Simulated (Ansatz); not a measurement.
MnSi in space group P2_13 (No. 198; Mn on 4a, Si on 4a) under volume change, PBE (plane waves, PAW; program Ansatz), shape and atoms relaxed at each volume.

```csv
V (Å³/atom),E − E(relaxed) (meV/atom),P (GPa)
10.495,69.7,23.42
10.841,29.3,14.24
11.187,7.1,6.64
11.533,0.0,0.03
11.878,6.3,-5.75
12.224,?,?
12.570,?,?
```

Complete the blanks.


- 12.570, E − E(relaxed) (meV/atom): 51.8
- 12.570, P (GPa): -14.76
- 12.224, E − E(relaxed) (meV/atom): 24.2
- 12.224, P (GPa): -10.64

What does a third-order Birch–Murnaghan fit give for V₀, B₀ and B′?

V₀ = 11.53 Å³/atom, B₀ = 205 GPa, B′ = 4.1.

The cell was relaxed with PBE under the symmetry of its start. The final state is ferromagnetic, chosen from 4 collinear starts compared on coarse meshes (ties went to the first, and starts can fall back to one state), not a proven ground state. Textbook magnetic order: helical.

Potentials: the earlier of the program's two PAW sets.
